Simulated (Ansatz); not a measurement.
Starting cell, ScAl3 (Cu3Au type):

```
ScAl3
1.0
    4.10550     0.00000     0.00000
    0.00000     4.10550     0.00000
    0.00000     0.00000     4.10550
Al Sc
3 1
Direct
  0.00000   0.50000   0.50000
  0.50000   0.50000   0.00000
  0.50000   0.00000   0.50000
  0.00000   0.00000   0.00000
```

In this cell atom 1 (Al, nearest neighbour Al at 2.903 Å; its periodic images, 4.1 Å or more away, move with it) is moved by s along Cartesian z, unit vector (0.000, 0.000, 1.000); all other atoms and the cell stay fixed.

All values below come from PBE (plane waves to 420 eV, PAW, scalar-relativistic; Ansatz, a first-principles code). k mesh 9×9×9 (Γ-centred), Fermi-Dirac smearing 0.05 eV. E stands for the smeared free energy. With partly filled bands, energies and forces of such displacements shift with the k mesh and the smearing. ScAl3 is run without spin polarisation. ScAl3 was relaxed with its symmetry unable to fall. ΔE is measured from the undisplaced structure.

```json
[
 {"s (Å)": "-0.580", "ΔE (meV/cell)": "?"},
 {"s (Å)": "-0.464", "ΔE (meV/cell)": "682"},
 {"s (Å)": "-0.348", "ΔE (meV/cell)": "?"},
 {"s (Å)": "-0.232", "ΔE (meV/cell)": "167"},
 {"s (Å)": "-0.116", "ΔE (meV/cell)": "42"},
 {"s (Å)": "0.000", "ΔE (meV/cell)": "0"},
 {"s (Å)": "0.116", "ΔE (meV/cell)": "42"},
 {"s (Å)": "0.232", "ΔE (meV/cell)": "167"},
 {"s (Å)": "0.348", "ΔE (meV/cell)": "?"},
 {"s (Å)": "0.464", "ΔE (meV/cell)": "682"},
 {"s (Å)": "0.580", "ΔE (meV/cell)": "?"}
]
```

Some entries are withheld; supply them.


- -0.580, ΔE (meV/cell): 1079
- -0.348, ΔE (meV/cell): 379
- 0.348, ΔE (meV/cell): 379
- 0.580, ΔE (meV/cell): 1079

(For displaced atoms, the force is minus the slope of the energy, and its curvature is a force constant, which sets phonon frequencies.)
